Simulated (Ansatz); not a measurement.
Relaxed Sb (A7 type, space group R-3m):

```
CELL_PARAMETERS angstrom
      2.16397     1.24937     3.78144
     -2.16397     1.24937     3.78144
      0.00000    -2.49874     3.78144
ATOMIC_POSITIONS crystal
  Sb 0.23324 0.23324 0.23324
  Sb 0.76676 0.76676 0.76676
```

Two-dimensional scan of atom 1 (Sb, nearest neighbour Sb at 2.920 Å; its periodic images, 4.3 Å or more away, move with it): u runs along (1.000, 0.000, 0.000), v along (0.000, 0.000, 1.000) (Cartesian). Cell and other atoms are fixed.

The numbers are results of r2SCAN+rVV10 (plane waves to 500 eV, PAW, scalar-relativistic; Ansatz, an electronic-structure program), not measurements. k mesh 11×11×11 (Γ-centred), Fermi-Dirac smearing 0.05 eV. With partly filled bands, energies and forces of such displacements shift with the k mesh and the smearing. Fu and Fv are the components of the force on the atom. Sb was relaxed with its symmetry unable to fall. Spin-orbit coupling is left out, though Sb is heavy. The last digit holds for this mesh only.

Changes of Fv (eV/Å) from the point u = 0.000 Å, v = 0.000 Å when one coordinate moves alone (two changes are said to add if the coupling is within 5 % of the smaller one, nearly so within 20 %):

```json
[
 {"point": "u = 0.000 Å, v = -0.440 Å", "change": "2.713"},
 {"point": "u = 0.000 Å, v = -0.220 Å", "change": "1.379"},
 {"point": "u = -0.440 Å, v = 0.000 Å", "change": "1.210"},
 {"point": "u = -0.220 Å, v = 0.000 Å", "change": "0.348"},
 {"point": "u = 0.220 Å, v = 0.000 Å", "change": "0.348"},
 {"point": "u = 0.440 Å, v = 0.000 Å", "change": "1.210"},
 {"point": "u = 0.000 Å, v = 0.220 Å", "change": "-0.595"},
 {"point": "u = 0.000 Å, v = 0.440 Å", "change": "0.330"}
]
```

Question: What is the change at u = 0.440 Å, v = 0.440 Å, where both move, and how far is it from the sum?

Answer: The sum of the single changes is 1.210 + (0.330) = 1.540; the calculation gives -0.109, so the coupling contributes -1.649 (over 20 % of the smaller single change, not additive).

Question: Do the two effects add at u = 0.220 Å, v = -0.440 Å? Give the computed change.

Answer: The sum of the single changes is 0.348 + (2.713) = 3.061; the calculation gives 3.069, so they add (within 5 % of the smaller single change).

Question: Do the two effects add at u = -0.440 Å, v = -0.220 Å? Give the computed change.

Answer: The sum of the single changes is 1.210 + (1.379) = 2.589; the calculation gives 2.716, so the coupling contributes 0.127 (under 20 % of the smaller single change, nearly additive).

(For displaced atoms, the force is minus the slope of the energy, and its curvature is a force constant, which sets phonon frequencies.)
